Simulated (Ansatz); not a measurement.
# Ta$_{3}$Ru: vibrational free energy, entropy and heat capacity

The calculation used DFT LDA, scalar-relativistic, plane waves, PAW (Ansatz). Settings: 420 eV plane-wave cutoff, Γ-centred 12×12×12 mesh, Fermi-Dirac smearing of 0.15 eV. No spin polarisation. Phonons by linear response, acoustic sum rule imposed.

The cell, relaxed at this level:
```
CELL_PARAMETERS angstrom
0.00000 3.17357 3.17357
3.17357 0.00000 3.17357
3.17357 3.17357 0.00000
ATOMIC_POSITIONS crystal
Ta 0.25000 0.25000 0.25000
Ta 0.75000 0.75000 0.75000
Ta 0.50000 0.50000 0.50000
Ru 0.00000 0.00000 0.00000
```

In a metal, frequencies and elastic constants depend on the k mesh and the smearing, soft modes and shear constants most. Spin–orbit coupling is left out, which can shift energies with elements as heavy as these. The q mesh is coarse, so values between its points are rough.

Force constants from linear response on a 2×2×2 q mesh, interpolated to a fine mesh.

**Question.** Give the zero-point energy per atom.

**Answer.** 28.8 meV.

**Question.** How large are the vibrational entropy and heat capacity at 300 K?

**Answer.** S = 4.09 k_B and C_V = 2.86 k_B per atom, 95 % of the Dulong–Petit value.

**Question.** Tabulate them against temperature.

**Answer.**
| T (K) | F_vib (meV/atom) | S (k_B/atom) | C_V (k_B/atom) |
| --- | --- | --- | --- |
| 100 | 25.0 | 1.29 | 2.01 |
| 200 | 6.2 | 2.96 | 2.69 |
| 300 | -24.4 | 4.09 | 2.86 |
| 400 | -63.4 | 4.92 | 2.92 |
| 500 | -108.7 | 5.58 | 2.95 |
| 600 | -159.2 | 6.12 | 2.96 |
| 700 | -213.9 | 6.57 | 2.97 |
| 800 | -272.3 | 6.97 | 2.98 |
| 900 | -333.9 | 7.32 | 2.98 |
| 1000 | -398.4 | 7.64 | 2.99 |

Whether Ta3Ru exists in this form wasn't checked.

Cost: 1 run of about 11 core-minutes, on Arm Neoverse V2 (shared hosts).